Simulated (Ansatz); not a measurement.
# Phonons of GaP (F-43m)

```
Ga P
1.0
     0.00000    2.69569    2.69569
     2.69569    0.00000    2.69569
     2.69569    2.69569    0.00000
Ga P
1 1
Direct
  0.00000 0.00000 0.00000
  0.75000 0.75000 0.75000
```

Computed, not measured; unless marked otherwise by LDA, all-electron LAPW in Ansatz 0.2.0, scalar-relativistic. k mesh 6×6×6, fixed occupations, basis error target 1 meV/atom. The cell was relaxed by PAW under this functional.

Atoms are displaced by 0.01 Å in the smallest supercells that hold the wave vectors of a 2×2×2 mesh. Negative values stand for unstable modes. The zone centre has no LO-TO term.

Question: What are the phonon energies at the solved wave vectors, in cm⁻¹?

Answer: 

| q | point | modes (cm⁻¹) |
| --- | --- | --- |
| 0.000 0.000 0.000 | Gamma | 365.3 (×3) |
| 0.500 0.000 0.000 | L | 78.5 (×2), 233.5, 362.3 (×2), 370.6 |
| 0.500 0.500 0.000 | X | 101.7 (×2), 251.6, 361.2 (×2), 366.6 |

Question: Is the structure dynamically stable at these wave vectors?

Answer: Yes, no mode is unstable there; wave vectors off this mesh aren't tested.

Question: How do the optical zone-centre modes decompose, and which are active?

Answer: Point group -43m: Γ_opt = T2.

```json
{"label": "T2", "cm⁻¹": "365.3", "activity": "IR and Raman", "mostly": "P (69 %)"}
```

Question: How well do frozen-core PAW files reproduce these all-electron values?

Answer: With a cutoff of 420 eV and displacements of 0.0025 Å, the r.m.s. difference over the modes is 0.1 cm⁻¹; the largest difference is 101.8 (PAW) against 101.7 cm⁻¹ (LAPW).

Question: The cell is scaled evenly to 38.394 and 39.961 Å³ (from 39.178), with free atoms relaxed and the shape held. What are the mode Grüneisen parameters γ = −d ln ω/d ln V?

Answer: For the highest mode, 380.4 cm⁻¹ in the small cell and 361.2 in the large one give γ ≈ 1.29. From the change of the dynamical matrix on each mode:

| point | cm⁻¹ | γ |
| --- | --- | --- |
| Gamma | 365.3 | 1.22 |
| L | 78.5 | -1.28 |
| L | 233.5 | 0.84 |
| L | 362.3 | 1.39 |
| L | 370.6 | 1.30 |
| X | 101.7 | -1.13 |
| X | 251.6 | 0.99 |
| X | 361.2 | 1.50 |
| X | 366.6 | 1.20 |

Weighted by the modes' heat capacities at 300 K, the mean on this mesh is 0.37; it moves with the q mesh, and a coarse one overweights the zone boundary. Rows under −0.05 (2 here) are modes that soften under compression and pull towards negative thermal expansion.

Question: Linear response on PAW files adds the field. What are the dielectric tensor, the Born charges and the LO shift?

Answer: ε∞ = (10.64, 10.64, 10.64) along x, y, z with local fields. Born charges (xx, yy, zz): Ga1 (2.05, 2.05, 2.05); P2 (-2.05, -2.05, -2.05). The highest zone-centre mode lies at 365.2 cm⁻¹ without the macroscopic field and at 395.5 cm⁻¹ with it, for q along x. Lyddane-Sachs-Teller then gives ε₀ = ε∞ (ω_LO/ω_TO)² = 12.49. With the ions free to follow the field, the program's ε₀ is (12.49, 12.49, 12.49).

Keep in mind: the frozen-core PAW files of the compared runs were fitted under PBE, their cores solved anew for this functional; field response not resolved by the mesh; semilocal gaps are low, and ε∞ tends to come out large.
